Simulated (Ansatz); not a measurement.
SiC$_{3}$:
```cif
data_C3Si
_chemical_formula_sum 'C3 Si1'
_space_group_name_H-M_alt 'P 1'
_space_group_IT_number 1
_cell_length_a 2.79666
_cell_length_b 2.79666
_cell_length_c 4.09088
_cell_angle_alpha 90.000
_cell_angle_beta 90.000
_cell_angle_gamma 90.000
loop_
_space_group_symop_operation_xyz
  'x, y, z'
loop_
_atom_site_label
_atom_site_type_symbol
_atom_site_fract_x
_atom_site_fract_y
_atom_site_fract_z
_atom_site_occupancy
C1 C 0.00000 0.00000 0.00000 1
C2 C 0.00000 0.50000 0.78627 1
Si1 Si 0.50000 0.50000 0.50000 1
C3 C 0.50000 0.00000 0.21373 1
```

Relaxed with r²SCAN. 

**Question.** HSE06 on this cell (Ansatz, an electronic-structure program, PAW) gives a gap of 2.33 eV. What does r²SCAN give?

**Answer.** 1.64 eV.

Cost on shared cores: the r²SCAN run (SCF on a 10×10×7 mesh, then bands and DOS) around 30 core-seconds (rough), the HSE06 run (SCF on 7×7×5, then a few points) about 60 core-seconds (a rough figure); the tasks are unlike.

Space group P-4m2. The start of the workflow was typed in or built on a structure type; neither database checked (COD, Materials Project) lists it. Its standing as an ambient phase is unchecked. The r²SCAN relaxation kept the symmetry of its start; whether a distortion lowers the energy is not shown. Its formation energy is positive at this level, so the cell may be metastable or incomplete.

Potentials: the earlier of the program's two PAW sets.

Ansatz is a plane-wave DFT program.
